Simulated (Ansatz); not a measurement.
Al2Au (fluorite or antifluorite type, Fm-3m) at seven volumes, PBEsol in the plane-wave PAW code Ansatz, scaled uniformly. One row is withheld.

| V (Å³/atom) | P (GPa) |
|---|---|
| 16.405 | 13.52 |
| 16.945 | 8.23 |
| 17.486 | 3.76 |
| 18.027 | 0.00 |
| 18.568 | -3.17 |
| 19.109 | ? |
| 19.649 | -8.05 |

Fit the shown pressures and predict the withheld one.

P = (3/2)B₀(x^(7/2) − x^(5/2))[1 + (3/4)(B′ − 4)(x − 1)] with x = (V₀/V)^(2/3). Least squares on the six rows gives V₀ = 18.027 Å³/atom, B₀ = 115 GPa, B′ = 4.74. At V = 19.109, x = 0.9619 and P = -5.84 GPa. The run itself gave -5.83 GPa.

Symmetry was held in the PBEsol relaxation; of distortions, only those at the zone centre were tested. Spin–orbit coupling is left out wherever it is not named.

Potentials: the later of the program's two PAW sets.
